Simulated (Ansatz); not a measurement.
Relaxed-ion elastic tensor of WSe$_{2}$ in space group P6_3/mmc (No. 194; W on 2c, Se on 4f) in GPa (Voigt order), the program Ansatz at the LDA level (PAW); density 9.68 g/cm³, 19.54 Å³ per atom.

|  | 1 | 2 | 3 | 4 | 5 | 6 |
|---|---|---|---|---|---|---|
| 1 | 211 | 40.4 | 12.3 | 0.0 | 0.0 | 0.0 |
| 2 | 40.4 | 211 | 12.3 | 0.0 | 0.0 | 0.0 |
| 3 | 12.3 | 12.3 | 51.8 | 0.0 | 0.0 | 0.0 |
| 4 | 0.0 | 0.0 | 0.0 | 20.9 | 0.0 | 0.0 |
| 5 | 0.0 | 0.0 | 0.0 | 0.0 | 20.9 | 0.0 |
| 6 | 0.0 | 0.0 | 0.0 | 0.0 | 0.0 | 85.2 |

### Question
Is the crystal mechanically stable?

### Answer
Yes: the smallest eigenvalue of C is 20.9 GPa.

### Question
Work out the Voigt, Reuss and Hill averages.

### Answer
K_V = 67.0, K_R = 41.6, K_H = 54.3; G_V = 52.6, G_R = 33.1, G_H = 42.9 GPa.

### Question
Give Young's modulus, Poisson's ratio, Pugh's ratio and the universal anisotropy index.

### Answer
E = 9KG/(3K + G) = 102 GPa; ν = 0.19; K/G = 1.27 (brittle by the Pugh limit of 1.75); A_U = 5G_V/G_R + K_V/K_R − 6 = 3.55.

### Question
Estimate the sound speeds and the Debye temperature.

### Answer
v_l = √((K + 4G/3)/ρ) = 3390 m/s, v_t = √(G/ρ) = 2100 m/s, mean 2320 m/s; Θ = (h/k)(3n/4πV)^(1/3) v_m = 256 K.

### Question
How much does each axis shrink under pressure?

### Answer
Linear compressibilities β_i = Σ_j S_ij (j = 1 to 3): x 3.1, y 3.1, z 18 per TPa.

The cell was relaxed with LDA under the symmetry of its start. The run is not spin-polarised. A crystal of weakly bound layers computed without a dispersion correction: the cell and the soft elastic constants depend strongly on that. Spin–orbit coupling is left out wherever it is not named.

Potentials: the earlier of the program's two PAW sets. The files were generated under PBE; for other functionals the program regenerates the frozen cores, and for LDA and PBEsol the local potential too.
